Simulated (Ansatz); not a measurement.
TiNi:
```xyz
4
Lattice="1.4517 -4.6857 0.0000 1.4517 4.6857 0.0000 0.0000 0.0000 3.9748" Properties=species:S:1:pos:R:3 pbc="T T T"
Ti     1.4517    -3.3528     2.9811
Ti     1.4517     3.3528     0.9937
Ni     1.4517    -0.7988     2.9811
Ni     1.4517     0.7988     0.9937
```

Relaxed with r²SCAN.

Task: Map the valence electron density (e/Å³), cut off at 5 on the plane through (0.858, 0.142, 0.750) spanned by u = [1, 1, 0] and v = [1, -1, 0] in lattice vectors, from r²SCAN in the plane-wave PAW code Ansatz.

Result: x is the fraction of u, y of v (the angle between them is 90°; rows are the nearest grid lines); atoms in the plane: Ti at (0.00, 0.00), Ti at (0.50, 0.50), Ni at (0.00, 0.73), Ni at (0.50, 0.23).
```
y \ x   0.000  0.0625  0.188  0.250  0.375  0.438  0.562  0.625  0.750  0.812  0.938   1.00
------  -----  ------  -----  -----  -----  -----  -----  -----  -----  -----  -----  -----
1.00     5.00    5.00   4.43   1.64  0.245  0.187  0.187  0.245   1.64   4.43   5.00   5.00
0.925    2.10    1.81  0.578  0.294  0.139  0.127  0.127  0.139  0.294  0.578   1.81   2.10
0.850   0.356   0.342  0.257  0.217  0.164  0.152  0.152  0.164  0.217  0.257  0.342  0.356
0.775    5.00    5.00   1.92  0.726  0.260  0.216  0.216  0.260  0.726   1.92   5.00   5.00
0.700    5.00    5.00   3.86   1.23  0.310  0.243  0.243  0.310   1.23   3.86   5.00   5.00
0.625   0.504   0.482  0.369  0.311  0.249  0.242  0.242  0.249  0.311  0.369  0.482  0.504
0.550   0.232   0.236  0.347  0.683   3.63   5.00   5.00   3.63  0.683  0.347  0.236  0.232
0.450   0.132   0.137  0.265  0.634   3.67   5.00   5.00   3.67  0.634  0.265  0.137  0.132
0.375   0.135   0.138  0.163  0.190  0.270  0.308  0.308  0.270  0.190  0.163  0.138  0.135
0.300   0.184   0.191  0.281  0.403   1.25   1.96   1.96   1.25  0.403  0.281  0.191  0.184
0.225   0.227   0.245  0.549   1.60   5.00   5.00   5.00   5.00   1.60  0.549  0.245  0.227
0.150   0.211   0.219  0.309  0.418  0.998   1.46   1.46  0.998  0.418  0.309  0.219  0.211
0.0750   2.11    1.81  0.619  0.374  0.266  0.262  0.262  0.266  0.374  0.619   1.81   2.11
0.000    5.00    5.00   4.43   1.64  0.245  0.187  0.187  0.245   1.64   4.43   5.00   5.00
```

The density is the valence pseudo-density with augmentation charge, so density and ELF within about 1 Å of a nucleus are not all-electron values.

Space group Cmcm. The start of the workflow was typed in or built on a structure type; neither database checked (COD, Materials Project) lists it. COD files the formula under space group No. 11, 147. Its standing as an ambient phase is unchecked. Symmetry was held in the r²SCAN relaxation; whether a distortion lowers the energy is not shown. The workflow began spin-polarised and lost its moments.

Potentials: the later of the program's two PAW sets.
